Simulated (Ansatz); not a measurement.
**Fields on a plane of K2NaRhF6 (space group Fm-3m)**

```yaml
crystal:
  lattice:
    - [0.00000, 4.17521, 4.17521]
    - [4.17521, 0.00000, 4.17521]
    - [4.17521, 4.17521, 0.00000]
  atoms:
    - { symbol: K, position: [0.75000, 0.75000, 0.75000] }
    - { symbol: K, position: [0.25000, 0.25000, 0.25000] }
    - { symbol: Na, position: [0.50000, 0.50000, 0.50000] }
    - { symbol: Rh, position: [0.00000, 0.00000, 0.00000] }
    - { symbol: F, position: [0.76387, 0.23613, 0.23613] }
    - { symbol: F, position: [0.23613, 0.76387, 0.76387] }
    - { symbol: F, position: [0.23613, 0.76387, 0.23613] }
    - { symbol: F, position: [0.76387, 0.23613, 0.76387] }
    - { symbol: F, position: [0.23613, 0.23613, 0.76387] }
    - { symbol: F, position: [0.76387, 0.76387, 0.23613] }
```

The slice is a {110} plane (indices of the conventional cell) through the point (0.000, 0.000, 0.000) (fractional), spanned by u = [100] and v = [1 -1 -1] in vectors of this cell: u (5.90 Å) and v (8.35 Å, at 90° to u). It covers one period; positions are fractions (u, v).

Atoms on it: K at (0.50, 0.25); K at (0.50, 0.75); Na at (0.00, 0.50); Rh at (0.00, 0.00); F at (0.00, 0.76); F at (0.00, 0.24).

All values below come from PBEsol (plane waves to 420 eV, PAW, scalar-relativistic; Ansatz, a program for electronic structure). k mesh 7×7×7. These are valence fields of a PAW run, semicore shells included where kept as valence: close to a nucleus they are smooth pseudo fields. K2NaRhF6 is run without spin polarisation and with no Hubbard U. K2NaRhF6 was relaxed with its symmetry unable to fall.

```tsv
v \ u	0.00	0.10	0.20	0.30	0.40	0.50	0.60	0.70	0.80	0.90
0.96	x	0.75	0.15	0.03	0.01	0.00	0.01	0.03	0.15	0.75
0.86	0.55	0.23	0.05	0.02	0.62	0.83	0.62	0.02	0.05	0.23
0.75	x	0.83	0.18	0.31	0.87	x	0.87	0.31	0.18	0.83
0.64	0.18	0.13	0.02	0.03	0.64	0.83	0.64	0.02	0.02	0.13
0.54	x	0.59	0.01	0.01	0.01	0.00	0.01	0.01	0.01	0.59
0.43	0.61	0.27	0.01	0.01	0.01	0.04	0.01	0.01	0.01	0.28
0.32	0.75	0.62	0.06	0.13	0.85	0.88	0.85	0.13	0.06	0.62
0.21	x	0.81	0.16	0.24	0.88	x	0.88	0.24	0.16	0.81
0.11	0.10	0.20	0.09	0.01	0.09	0.44	0.10	0.01	0.09	0.19
0.00	x	0.72	0.14	0.03	0.01	0.00	0.01	0.03	0.14	0.72
```

Values: electron localisation function (ELF). Points within 0.4 Å of a nucleus are blanked (x), as the pseudised field means little there.

```
|9999775544332211000000000011223344557799|
|7777665533221111111111111111112233556677|
|5555553322221111223333332211112222335555|
|5555443322111122445555554422111122334455|
|7777554422112244556677665544221122445577|
|9988664422223355667777776655332222446688|
|9988664422223355777777777755332222446688|
|8877554422113355667777776655331122445577|
|5555443311112244556677665544221111334455|
|3333222211001122445555554422110011222233|
|3333221100001111223333332211110000112233|
|6666442211111111111111111111111111224466|
|9988663311111111000000000011111111336688|
|9999773311111111000000000011111111337799|
|9988663311111111000000000011111111336688|
|6666442211111111111111111111111111224466|
|3333221100001111223333332211110000112233|
|3333222211001122445555554422110011222233|
|5555443311112244556677665544221111334455|
|8877554422113355667777776655331122445577|
|9988664422223355777777777755332222446688|
|9988664422223355667777776655332222446688|
|7777554422112244556677665544221122445577|
|5555443322111122445555554422111122334455|
|5555553322221111223333332211112222335555|
|7777665533221111111111111111112233556677|
|9999775544332211000000000011223344557799|
|9999886644332211000000000011223344668899|
```
Scale: ten equal steps from -1.92 (start of '0') to 1.32 (end of '9'), in the order '0123456789'. Values: log₁₀ of the valence density in e/Å³. The map has 20 points along u (two characters each, u = 0 at the left) and 28 along v (v = 0 in the bottom row). The scale is logarithmic, as a density can span decades between atoms and voids.

| Quantity | Result |
|---|---|
| Density on the Rh–F line (1.97 Å) at its midpoint | 0.78 e/Å³ |
| ELF at that point | 0.2 |
